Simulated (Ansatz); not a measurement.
The cell of CaInC4N4 is invented: two interpenetrating cyanide-bridged diamond nets (P-43m, No. 215). Lengths were set from tabulated atomic sizes, so they are only a guess.

```cif
data_structure
_symmetry_space_group_name_H-M 'P 1'
_symmetry_Int_Tables_number 1
_cell_length_a 6.2048
_cell_length_b 6.2048
_cell_length_c 6.2048
_cell_angle_alpha 90.000
_cell_angle_beta 90.000
_cell_angle_gamma 90.000
_cell_volume 238.88
loop_
_atom_site_label
_atom_site_type_symbol
_atom_site_fract_x
_atom_site_fract_y
_atom_site_fract_z
_atom_site_occupancy
Ca1 Ca 0.00000 0.00000 0.00000 1
In1 In 0.50000 0.50000 0.50000 1
C1 C 0.19596 0.19596 0.19596 1
C2 C 0.19596 0.80404 0.80404 1
C3 C 0.80404 0.19596 0.80404 1
C4 C 0.80404 0.80404 0.19596 1
N1 N 0.30483 0.30483 0.30483 1
N2 N 0.30483 0.69517 0.69517 1
N3 N 0.69517 0.30483 0.69517 1
N4 N 0.69517 0.69517 0.30483 1
```

Computed with DFT PBE, scalar-relativistic, plane waves, PAW in Ansatz. Cutoff 420 eV, Gaussian smearing, Γ-centred meshes. Cell and atoms relax first on a coarse mesh and then on a finer one. In between, the cell is made exact in the group found at 0.06 Å. In metals the finer mesh still leaves noise of several meV/atom or more. The steps can't lower the symmetry of their start. No spin polarisation in the relaxation; trial moments died out in a coarse test.

A guess keeps its type if space group and coordination stay and the shape of the cell changes little (axis ratios within about 15 %, angles within 6°); the volume may change.

Question: Does it keep its structure type, or change into something else?

Answer: It keeps its type. The symmetry stays P-43m (No. 215). The volume per atom grows by 23.3 %, from 23.9 to 29.5 Å³. The shortest distance goes from 1.17 Å (C–N) to 1.18 Å (C–N). Counting neighbours within 15 % of an atom's shortest distance, the start has C 1, Ca 4, In 4, N 1 and the end C 1, Ca 4, In 4, N 1.

The last run used a 6×6×6 mesh for its 10-atom cell and Gaussian smearing of 0.10 eV. An odd number of electrons in the primitive cell allows no gap without spin; a larger cell or a magnetic state could open one. Symmetry constrained the relaxation, so the result can be a saddle point.
